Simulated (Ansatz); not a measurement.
# LiTiAlO4: Coordination and O-17 quadrupole coupling

Cell: a computed structure from the Materials Project (it need not be an observed phase).

```cif
data_LiTiAlO4
_symmetry_space_group_name_H-M 'Imma'
_symmetry_Int_Tables_number 74
_cell_length_a 5.7681
_cell_length_b 5.9299
_cell_length_c 8.2770
_cell_angle_alpha 90.000
_cell_angle_beta 90.000
_cell_angle_gamma 90.000
loop_
_atom_site_label
_atom_site_type_symbol
_atom_site_symmetry_multiplicity
_atom_site_Wyckoff_symbol
_atom_site_fract_x
_atom_site_fract_y
_atom_site_fract_z
Li Li 4 e 0.5000 0.2500 0.3714
Ti Ti 4 b 0.0000 0.5000 0.5000
Al Al 4 d 0.2500 0.7500 0.2500
O7 O 8 i 0.7710 0.7500 0.4867
O9 O 8 h 0.0000 0.9670 0.2619
```

One atom of each set is listed; the run and its k-mesh use a cell of 14 atoms with edges of 5.85, 5.85, 5.85 Å.

The numbers come from a DFT calculation in Ansatz (PBE, plane waves and PAW, scalar-relativistic, 420 eV cutoff, Γ-centred 6×6×6 k-points, Fermi–Dirac smearing 0.02 eV).

Q(O-17) = -25.58 mb.

Q: Rank these O sites by |C_Q|, smallest first.
A. O9: 2 Al at 1.93 Å, 1 Ti at 1.98 Å, 1 Li at 2.01 Å
B. O7: 1 Li at 1.95 Å, 1 Al at 1.96 Å, 2 Ti at 1.99 Å

A: B (0.874 MHz, η = 0.60), A (1.15 MHz, η = 0.87).

At O7 V_zz points along its one bond to Li (within 1°). Like point charges on the first shell alone (each adding as 1/d³) would put O7 above O9: the covalent part of each bond and the atoms beyond the first shell count as well.
